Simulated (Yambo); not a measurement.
G0W0@LDA for RbCaH$_{3}$ (cubic perovskite, space group Pm-3m, No. 221) in Yambo. Reference settings: 4×4×4 Γ-centred k mesh, 162 bands and a 8 Ry block in the screening, 162 bands in G with the Bruneval-Gonze terminator, plasmon pole fitted at 27.2 eV. The LDA gap M → M on this mesh is 2.92 eV; G0W0 gaps are taken between the same points.

Gap (M → M) in eV against the number of bands and the screening block, terminator on:

```json
[
 {"bands (W and G)": "33", "2 Ry": "5.484", "3 Ry": "5.510", "5 Ry": "5.550", "6 Ry": "5.561", "8 Ry": "5.569"},
 {"bands (W and G)": "56", "2 Ry": "5.389", "3 Ry": "5.469", "5 Ry": "5.543", "6 Ry": "5.560", "8 Ry": "5.580"},
 {"bands (W and G)": "86", "2 Ry": "5.359", "3 Ry": "5.452", "5 Ry": "5.553", "6 Ry": "5.580", "8 Ry": "5.612"},
 {"bands (W and G)": "123", "2 Ry": "5.349", "3 Ry": "5.438", "5 Ry": "5.555", "6 Ry": "5.587", "8 Ry": "5.626"},
 {"bands (W and G)": "162", "2 Ry": "5.346", "3 Ry": "5.434", "5 Ry": "5.551", "6 Ry": "5.587", "8 Ry": "5.635"}
]
```

Rough cost of the Yambo step against the reference (shared machines):

```tsv
bands (W and G)	2 Ry	3 Ry	5 Ry	6 Ry	8 Ry
33	1/10	1/8	1/7	1/7	1/5
56	1/6	1/6	1/5	1/4	1/3
86	1/4	1/3	1/3	1/3	1/2
123	1/3	1/3	1/2	~1	~1
162	1/2	~1	~1	~1	1
```

At the largest block the last step in bands moves the gap by 0.009 eV; at the most bands the last step in the block moves it by 0.048 eV.

The cell is held in this high symmetry; tilts and polar distortions were not searched.

Geometry of the Materials Project entry, not relaxed at this level; primitive cell a = b = c = 4.5210 Å, α = β = γ = 90.00°.
